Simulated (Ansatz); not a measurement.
# Mg$_{2}$CdN$_{2}$: an elastic constant from a strain scan

Computed with DFT PBE, scalar-relativistic, plane waves, PAW (Ansatz). Settings: plane waves to 420 eV, k-mesh 12×12×6 (Γ-centred), Gaussian smearing 0.03 eV. No spin polarisation. Energies are free energies at this smearing, counted from the undisturbed cell; pressure is positive in compression.

The starting cell (as given, not relaxed at this level; it stands at -0.3 GPa, and it needn't be the usual structure):

```xyz
5
Lattice="3.5529 0.0000 0.0000 -1.7764 3.0769 0.0000 0.0000 0.0000 5.9838" Properties=species:S:1:pos:R:3 pbc="T T T"
Mg    1.7764    1.0256    0.9182
Mg    0.0000    2.0513    5.0657
Cd    0.0000    0.0000    2.9919
N     1.7764    1.0256    4.6209
N     0.0000    2.0513    1.3629
```

The cell is strained by ε times the Voigt pattern (0, 0, 1, 0, 0, 0) (xx, yy, zz, yz, xz, xy; engineering shear) with fractional coordinates fixed. The cell holds 5 atoms in V0 = 65.41 Å³. The stress column is τ = (1/V0) dE/dε, got from the stress tensor σ (compression positive) at each point as −det(1 + εP) σ : P(1 + εP)⁻¹, with P the pattern as a tensor.

| ε | ΔE (meV/atom) | τ (GPa) |
| --- | --- | --- |
| -0.0200 | ? | ? |
| -0.0100 | 0.378 | -1.248 |
| 0.0000 | 0.000 | 0.296 |
| 0.0050 | 0.269 | 1.030 |
| 0.0150 | 1.689 | 2.423 |

Q: Which combination of elastic constants does this scan measure, and how large is it?

A: For small ε, τ = τ0 + Kε with K = pᵀCp, which for this pattern is C33 in the Cartesian frame shown. The parabola through τ at ε = -0.0100, 0 and 0.0050 has slope K = 149 GPa at zero. The energies per cell, E = NΔE, of the same two points give K = 2[E(ε₊)/ε₊ − E(ε₋)/ε₋]/[(ε₊ − ε₋)V0] = 150 GPa, in agreement. These are clamped-ion values.

Q: Predict the withheld row at ε = -0.0200 from the harmonic law, and compare.

A: ΔE = V0(τ0 ε + Kε²/2)/N = 1.955 meV/atom and τ = -2.69 GPa. The calculation gives 2.062 meV/atom and -2.90 GPa: the energy lies 5 % above the harmonic value, as bonds stiffen under compression.

Forces appear on the atoms along this scan, and letting them relax would lower the energy and soften the response.